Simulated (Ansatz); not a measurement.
Relaxed LiCl (rock salt):

```
LiCl
1.0
    0.00000     5.15039     5.15039
    2.57520     0.00000     2.57520
    2.57520     2.57520     0.00000
Cl Li
2 2
Cartesian
  0.00000   0.00000   0.00000
  2.57520   2.57520   5.15039
  2.57520   2.57520   2.57520
  2.57520   5.15039   5.15039
```

A phonon eigenvector at L = (0.5, 0.0, 0.0) is frozen into this cell: atom i moves by Q times the vector below, so Q is the largest atomic displacement, in Å. The cell is held. (q is in reciprocal vectors of the primitive cell; the cell shown is doubled to hold the pattern.)

| atom | x | y | z |
|---|---|---|---|
| Li3 | -0.577 | 0.577 | 0.577 |
| Li4 | 0.577 | -0.577 | -0.577 |

Atoms not listed stay in place.

These are PBE (plane waves to 420 eV, PAW, scalar-relativistic; Ansatz, an electronic-structure program) values and carry that method's errors. k mesh 11×11×11 (Γ-centred), Fermi-Dirac smearing 0.05 eV. Energies are smeared free energies. Compression counts positive. LiCl was relaxed with its symmetry unable to fall. The zero of ΔE is the undisplaced structure.

Give the computed ΔE (meV/cell) and P (GPa) at Q (Å) = -0.180, -0.150, -0.090, -0.060, 0.060, 0.090, 0.120, 0.180.


```tsv
Q (Å)	ΔE (meV/cell)	P (GPa)
-0.180	123.7	0.33
-0.150	86.0	0.23
-0.090	31.0	0.08
-0.060	13.8	0.04
0.060	13.8	0.04
0.090	31.0	0.08
0.120	55.1	0.15
0.180	123.7	0.33
```

(A displaced cell: forces are minus the slopes of the energy, force constants its curvatures, and phonons follow from these.)
